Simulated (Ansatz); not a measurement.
NbAs in space group I4_1md (No. 109; Nb on 4a, As on 4a) under volume change, r²SCAN (plane waves, PAW; program Ansatz), shape and atoms relaxed at each volume.

| V (Å³/atom) | E − E(relaxed) (meV/atom) | P (GPa) |
|---|---|---|
| 15.995 | (withheld) | (withheld) |
| 16.522 | 37.3 | 11.97 |
| 17.049 | 8.8 | 5.52 |
| 17.576 | 0.0 | 0.00 |
| 18.104 | (withheld) | (withheld) |
| 18.631 | 30.2 | -8.71 |
| 19.158 | 64.6 | -12.12 |

Question: Fill in the missing entries.

Answer: 
- 18.104, E − E(relaxed) (meV/atom): 7.9
- 18.104, P (GPa): -4.70
- 15.995, E − E(relaxed) (meV/atom): 88.9
- 15.995, P (GPa): 19.53

Question: What does a third-order Birch–Murnaghan fit give for V₀, B₀ and B′?

Answer: V₀ = 17.58 Å³/atom, B₀ = 169 GPa, B′ = 4.3.

The r²SCAN relaxation kept the symmetry of its start. No spin polarisation was allowed.

Potentials: the earlier of the program's two PAW sets.
